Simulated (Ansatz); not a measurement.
MgO (rock salt, space group No. 225), a = b = c = 4.204 Å, α = β = γ = 90.00°; the cell used has 2 atoms.

Relaxed with r²SCAN. r²SCAN (plane waves, PAW; program Ansatz) gives a gap of 5.69 eV.

Q: What gap does HSE06 give on the same cell (Ansatz, PAW)?

A: 6.54 eV, 0.86 eV more. The hybrid was solved on a coarser mesh and at special points; its gap is the smallest among all of these.

| k | v1 r²SCAN | c1 r²SCAN | v1 HSE06 | c1 HSE06 |
|---|---|---|---|---|
| Γ | 0.00 | 5.69 | 0.00 | 6.54 |
| X | -1.37 | 10.05 | (withheld) | (withheld) |
| L | -0.68 | 8.86 | (withheld) | (withheld) |
| W | -1.78 | 12.74 | (withheld) | (withheld) |
| K | -1.17 | 11.10 | (withheld) | (withheld) |

Q: Top valence (v1) and lowest conduction level (c1) in eV from each method's valence maximum (which need not be a listed point): supply the withheld HSE06 values.

A: 
- L, v1 HSE06: -0.72
- L, c1 HSE06: 9.74
- W, v1 HSE06: -1.90
- W, c1 HSE06: 13.72
- X, v1 HSE06: -1.47
- X, c1 HSE06: 10.88
- K, v1 HSE06: -1.25
- K, c1 HSE06: 11.98

Cost on shared cores: the r²SCAN run (SCF on a 11×11×11 mesh, then bands and DOS) about 10 core-seconds (a rough figure), the HSE06 run (SCF on 8×8×8, then a few points) very roughly 40 core-seconds; the tasks are unlike.

Space group Fm-3m (rock salt). The cell was relaxed with r²SCAN under the symmetry of its start; phonons on a q-mesh show no instability.

Potentials: the later of the program's two PAW sets.
